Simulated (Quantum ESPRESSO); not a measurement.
## Calculated data, Mg3SeSF2 (made-up cell, one site empty)

All values are calculated (Quantum ESPRESSO 7.5). Calculation on a made-up crystal cell, not a measurement: periodic Kohn-Sham density functional theory in plane waves with PseudoDojo standard norm-conserving scalar-relativistic pseudopotentials, each functional with its own files (v0.5 for PBE, v0.4.1 for LDA and PBEsol), no spin polarisation, no spin-orbit coupling, atoms not relaxed, stress positive in tension, energies less a fixed whole-eV offset for each atom's element; levels are Kohn-Sham levels at fractions of this cell's reciprocal vectors, counted from the reference band (half the neutral cell's valence electrons, rounded up) at Gamma; error bars cover cutoff and k-mesh only, not smearing or the files; each bar is the largest change over components, and at least 0.002 eV, 0.002 eV per angstrom or 0.02 GPa; added strain carries the atoms with the cell, and shear is the tensor component; energies are for the whole cell, and the offsets were chosen from early runs and are not element reference energies.

```json
{"formula": "Mg3SeSF2", "kind": "made-up cell, one site empty", "structure": {"cell_angstrom": [[3.7699, 0.0327, -0.0101], [0.0567, 6.313, -0.0291], [-0.0166, -0.0275, 6.0897]], "atoms_fractional": [["Mg", 0.50842, 0.50599, -0.00173], ["Mg", 0.49791, 0.16995, 0.49457], ["Mg", 0.01269, 0.66069, 0.50005], ["F", 0.01515, 0.00204, 0.37616], ["Se", 0.50955, 0.48722, 0.37846], ["F", 0.49438, 0.17006, 0.86859], ["S", -0.00395, 0.67014, 0.90462]]}, "given": {"lattice_type": "wurtzite", "empty_site": 1, "functional": "pbe", "cutoff [eV]": 1170, "fermi_dirac_smearing [eV]": 0.025, "scf_tolerance [eV]": 1e-07, "electrons_removed": 0, "k_mesh": "5 x 4 x 4, shifted by half a step", "atom_site": [2, 3, 4, 5, 6, 7, 8], "atom_energy_offset [eV]": [-1617, -1617, -1617, -677, -3300, -677, -302]}, "results": {"free_energy_less_offsets [eV]": 11.41, "scf_iterations": 11, "smearing_term_minus_ts [eV]": 0.0, "pressure [GPa]": 7.477, "stress_xx [GPa]": -11.65, "stress_yy [GPa]": -9.291, "stress_zz [GPa]": -1.494, "stress_yz [GPa]": 3.989, "stress_xz [GPa]": 0.5764, "stress_xy [GPa]": 0.004388, "force_site": [2, 3, 4, 5, 6, 7, 8], "force_x [eV/angstrom]": [-0.4064, -0.1797, -0.4065, 0.02108, 0.5227, 0.06633, 0.3825], "force_y [eV/angstrom]": [-2.247, -5.062, 2.594, 0.06336, 2.03, 1.149, 1.473], "force_z [eV/angstrom]": [-2.112, 2.629, 1.634, 1.471, -0.772, -1.492, -1.357], "reference_band": 33, "level_k_point": ["Gamma", "(1/2,1/2,1/2)", "(0.15,0,0)", "(0,0.15,0)", "(0,0,0.15)"], "next_band_up [eV]": [2.149, 3.905, 2.574, 2.381, 2.322], "error_bar_energy [eV]": 0.002, "error_bar_stress [GPa]": 0.02736, "error_bar_force [eV/angstrom]": 0.005062, "error_bar_next_band_up [eV]": 0.002, "error_bars_from": "tighter rerun of this cell"}}
```
